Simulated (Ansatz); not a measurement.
AlN (CsCl type, Pm-3m) at seven volumes, plane-wave PAW PBE (Ansatz code), scaled uniformly. One row is withheld.

```
V (Å³/atom)  P (GPa)
-----------  -------
8.121          21.94
8.389              ?
8.657           6.19
8.924           0.00
9.192          -5.28
9.460          -9.79
9.727         -13.61
```

### Question
Fit the shown pressures and predict the withheld one.

### Answer
P = (3/2)B₀(x^(7/2) − x^(5/2))[1 + (3/4)(B′ − 4)(x − 1)] with x = (V₀/V)^(2/3). Least squares on the six rows gives V₀ = 8.924 Å³/atom, B₀ = 190 GPa, B′ = 4.27. At V = 8.389, x = 1.0421 and P = 13.41 GPa. The run itself gave 13.45 GPa.

The cell is a constructed one: a structure type filled with these elements; neither database checked (COD, Materials Project) lists it. It is not the phase usual at ambient conditions (space group No. 186, 216). Symmetry was held in the PBE relaxation; whether a distortion lowers the energy is not shown.

Potentials: the earlier of the program's two PAW sets.
